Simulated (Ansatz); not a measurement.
Relaxed Ga2O3 (corundum):

```yaml
crystal:
  lattice:
    - [2.52884, 1.46003, 4.54105]
    - [-2.52884, 1.46003, 4.54105]
    - [0.00000, -2.92005, 4.54105]
  atoms:
    - { symbol: Ga, position: [0.35584, 0.35584, 0.35584] }
    - { symbol: Ga, position: [0.14416, 0.14416, 0.14416] }
    - { symbol: Ga, position: [0.64416, 0.64416, 0.64416] }
    - { symbol: Ga, position: [0.85584, 0.85584, 0.85584] }
    - { symbol: O, position: [0.55313, 0.94687, 0.25000] }
    - { symbol: O, position: [0.25000, 0.55313, 0.94687] }
    - { symbol: O, position: [0.94687, 0.25000, 0.55313] }
    - { symbol: O, position: [0.44687, 0.05313, 0.75000] }
    - { symbol: O, position: [0.75000, 0.44687, 0.05313] }
    - { symbol: O, position: [0.05313, 0.75000, 0.44687] }
```

The atoms are displaced by Q × the pattern below (from a DFPT mode at Γ, largest move 1; Q in Å), at fixed cell.

| atom | x | y | z |
|---|---|---|---|
| Ga1 | 0.000 | 0.000 | 1.000 |
| Ga2 | 0.000 | 0.000 | -1.000 |
| Ga3 | 0.000 | 0.000 | -1.000 |
| Ga4 | 0.000 | 0.000 | 1.000 |
| O5 | -0.161 | 0.000 | 0.000 |
| O6 | 0.081 | -0.140 | 0.000 |
| O7 | 0.081 | 0.140 | 0.000 |
| O8 | 0.161 | 0.000 | 0.000 |
| O9 | -0.081 | 0.140 | 0.000 |
| O10 | -0.081 | -0.140 | 0.000 |

The numbers are results of PBE (plane waves to 420 eV, PAW, scalar-relativistic; Ansatz, an electronic-structure program), not measurements. k mesh 8×8×8 (Γ-centred), Fermi-Dirac smearing 0.05 eV. Ga2O3 was relaxed with its symmetry unable to fall.

At one point of the scan the forces (eV/Å) are:

```tsv
atom	Fx	Fy	Fz
Ga1	0.000	0.000	4.628
Ga2	0.000	0.000	-4.628
Ga3	0.000	0.000	-4.628
Ga4	0.000	0.000	4.628
O5	0.281	0.000	0.000
O6	-0.141	0.243	0.000
O7	-0.141	-0.243	0.000
O8	-0.281	0.000	0.000
O9	0.141	-0.243	0.000
O10	0.141	0.243	0.000
```

Problem. Which point is it?
(A) Q = -0.140 Å
(B) Q = -0.047 Å
(C) Q = -0.280 Å
(D) Q = -0.093 Å

Solution. C, Q = -0.280 Å

(A displaced cell: forces are minus the slopes of the energy, force constants its curvatures, and phonons follow from these.)
